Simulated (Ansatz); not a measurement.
## A vibration from a frozen displacement in AlNi3

Computed with Ansatz 0.2.0, DFT PBEsol, scalar-relativistic, plane waves, PAW. Cutoff 420 eV, Γ-centred 14×14×14 k-points, Gaussian smearing of 0.15 eV. No spin polarisation. A magnetic state may lie lower. Energies are free energies at this smearing, counted from the undisturbed cell; pressure is positive in compression.

The starting cell (relaxed at this level; with this scan's settings it stands at 0.1 GPa; it needn't be the usual structure):

```yaml
crystal:
  lattice:
    - [0.00000, 2.79841, 2.79841]
    - [2.79841, 0.00000, 2.79841]
    - [2.79841, 2.79841, 0.00000]
  atoms:
    - { symbol: Al, position: [0.50000, 0.50000, 0.50000] }
    - { symbol: Ni, position: [0.25000, 0.25000, 0.25000] }
    - { symbol: Ni, position: [0.00000, 0.00000, 0.00000] }
    - { symbol: Ni, position: [0.75000, 0.75000, 0.75000] }
```

Every Al atom is moved by x along the Cartesian unit vector (1.000, 0.000, 0.000); the cell and all other atoms stay fixed. The cell's volume is 43.83 Å³; the moved atoms weigh 26.982 u together and the others 176.080 u. Some rows repeat others by symmetry and weren't run.

| x (Å) | ΔE (meV/cell) | total force on the moved atoms along the move (eV/Å) | pressure (GPa) |
| --- | --- | --- | --- |
| -0.1000 | 46.17 | 0.9242 | 0.5387 |
| -0.0875 | 35.34 | 0.8084 | 0.4245 |
| -0.0750 | 25.96 | 0.6926 | 0.3256 |
| -0.0625 | 18.02 | 0.5770 | 0.2418 |
| -0.0500 | 11.53 | 0.4615 | 0.1732 |
| -0.0375 | 6.49 | 0.3460 | 0.1199 |
| -0.0250 | 2.88 | 0.2307 | 0.0818 |
| -0.0125 | 0.72 | 0.1153 | 0.0590 |
| 0.0000 | 0.00 | 0.0000 | 0.0513 |
| 0.0125 | 0.72 | -0.1153 | 0.0590 |
| 0.0250 | 2.88 | -0.2307 | 0.0818 |
| 0.0375 | 6.49 | -0.3460 | 0.1199 |
| 0.0500 | 11.53 | -0.4615 | 0.1732 |
| 0.0625 | 18.02 | -0.5770 | 0.2418 |
| 0.0750 | 25.96 | -0.6926 | 0.3256 |
| 0.0875 | 35.34 | -0.8084 | 0.4245 |
| 0.1000 | 46.17 | -0.9242 | 0.5387 |

Task: What frequency belongs to this motion?

Result: The force constant is k = −dF/dx = 9.224 eV/Å², from the parabola through x = -0.0125, 0 and 0.0125. In every cell the moved atoms swing against the rest, so the mass is μ = m₁m₂/(m₁ + m₂) = 23.396 u, and ν̃ = 521.5 cm⁻¹ × √(|k|/μ) = 327 cm⁻¹. The pattern needn't be a normal mode: ν̃² is then a weighted mean of the squared nonzero frequencies at the zone centre of this cell, so it lies between the lowest and the highest of them.

Task: How far does the harmonic law reach?

Result: At x = -0.100 Å, kx²/2 = 46.12 meV against the computed 46.17 meV (+0.1 %): the well is still close to harmonic there.

Task: The pressure changes with x². What does that say about the frequency under compression?

Result: With E = k(V)x²/2, k ∝ V^(−2γ) and x scaling with the cell as V^(1/3), P − P0 = −∂E/∂V = (2γ − 2/3) ΔE/V. At x = 0.0250 Å, V(P − P0) = 43.83 × 0.03048 / 160.2 eV = 8.34 meV and ΔE = 2.88 meV, so γ = 1/3 + V(P − P0)/(2ΔE) = 1.78. This is the Grüneisen parameter of the motion under uniform scaling of the cell: shrinking the cell evenly by 1 % in volume raises the frequency by about 1.78 %.

In a metal these slopes depend on the k mesh and the smearing.

Cost: 9 runs of about 2.3 core-minutes in all, on Intel Xeon 6975P-C (Granite Rapids) (shared hosts).